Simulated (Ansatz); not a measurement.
**Relaxing cobalt (dhcp)**

Theory: Ansatz, DFT, r2SCAN, plane waves (500 eV) with PAW, scalar-relativistic. The PAW files were generated under PBE, with cores re-solved for the functional.

k-point mesh 14×14×4, Fermi-Dirac smearing 0.05 eV, starting moments 1.70 ×4 μB. Cell and atoms relax.

Starting structure:

```yaml
crystal:
  lattice:
    - [2.5018845205, 0.0, 0.0]
    - [-1.2509422603, 2.1666955521, 0.0]
    - [0.0, 0.0, 8.1711548441]
  atoms:
    - { symbol: Co, position: [0.0, 0.0, 0.0], spin: 1.7 }
    - { symbol: Co, position: [0.0, 0.0, 0.5], spin: 1.7 }
    - { symbol: Co, position: [0.3333333333, 0.6666666667, 0.25], spin: 1.7 }
    - { symbol: Co, position: [0.6666666667, 0.3333333333, 0.75], spin: 1.7 }
hamiltonian:
  xc: r2scan
  pseudopotentials:
    kind: paw
    azcp:
      Co: "pseudopotentials/Co.paw.azcp"
basis:
  ecutwfc: 500
  fft_grid_basis: typed
kpoints:
  mp_grid: { grid: [14, 14, 4], shift: [0, 0, 0] }
magnetization:
  spin_polarized: true
scf:
  occupations: { method: fermi_dirac, width: 0.05 }
relax:
  max_steps: 60
  f_tol: 0.01
  cell: {}
```

Task: The pressure at the start is -7.6 GPa. By how much does the volume change?

Result: From 11.07 to 10.69 Å³ per atom, -3.5 %. The final cell has a = 2.472 Å, c = 8.082 Å (c/a = 3.270).

Task: How much energy does the relaxation gain?

Result: 9.5 meV per atom.

Path of the relaxation (the plane waves are chosen anew near the end, which can shift the energy a little):

```json
{"step": "0", "E − E(final) (meV/atom)": "9.47", "V (Å³/atom)": "11.074", "P (GPa)": "-7.57", "max force (eV/Å)": "0.000"}
{"step": "1", "E − E(final) (meV/atom)": "1.50", "V (Å³/atom)": "10.848", "P (GPa)": "-3.32", "max force (eV/Å)": "0.000"}
{"step": "2", "E − E(final) (meV/atom)": "-0.31", "V (Å³/atom)": "10.677", "P (GPa)": "0.27", "max force (eV/Å)": "0.000"}
{"step": "3", "E − E(final) (meV/atom)": "-0.31", "V (Å³/atom)": "10.689", "P (GPa)": "-0.01", "max force (eV/Å)": "0.000"}
{"step": "4", "E − E(final) (meV/atom)": "0.00", "V (Å³/atom)": "10.689", "P (GPa)": "-0.04", "max force (eV/Å)": "0.000"}
```

Task: Which magnetic state does it end in?

Result: ferromagnetic, net 1.79 μB per atom; moments 1.93 ×2, 1.90 ×2 μB.
